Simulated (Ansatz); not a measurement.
GaAs:
```cif
data_As4Ga4
_chemical_formula_sum 'As4 Ga4'
_space_group_name_H-M_alt 'F-43m'
_space_group_IT_number 216
_space_group_name_Hall 'F -4 2 3'
_cell_length_a 5.60279
_cell_length_b 5.60279
_cell_length_c 5.60279
_cell_angle_alpha 90.000
_cell_angle_beta 90.000
_cell_angle_gamma 90.000
loop_
_atom_site_label
_atom_site_type_symbol
_atom_site_symmetry_multiplicity
_atom_site_Wyckoff_symbol
_atom_site_fract_x
_atom_site_fract_y
_atom_site_fract_z
_atom_site_occupancy
As1 As 4 c 0.25000 0.25000 0.25000 1
Ga1 Ga 4 a 0.00000 0.00000 0.00000 1
```
(The calculation used a cell of 2 atoms; values per cell refer to that cell.)

Relaxed with LDA.

Give the optical modes at the zone centre with their infrared activity from DFPT, DFT-LDA in the program Ansatz with PAW potentials.

Transverse frequencies, without the LO–TO term; a row sums one degenerate level.

```csv
ω (cm⁻¹),degeneracy,IR ((D/Å)²/amu),activity,symmetry
269,3,8.14,IR,T2
```

How high does the top mode go among those that the LO–TO term moves?

286 cm⁻¹ for q along x.

The LDA relaxation kept the symmetry of its start; phonons on a q-mesh show no instability.

Potentials: the later of the program's two PAW sets.
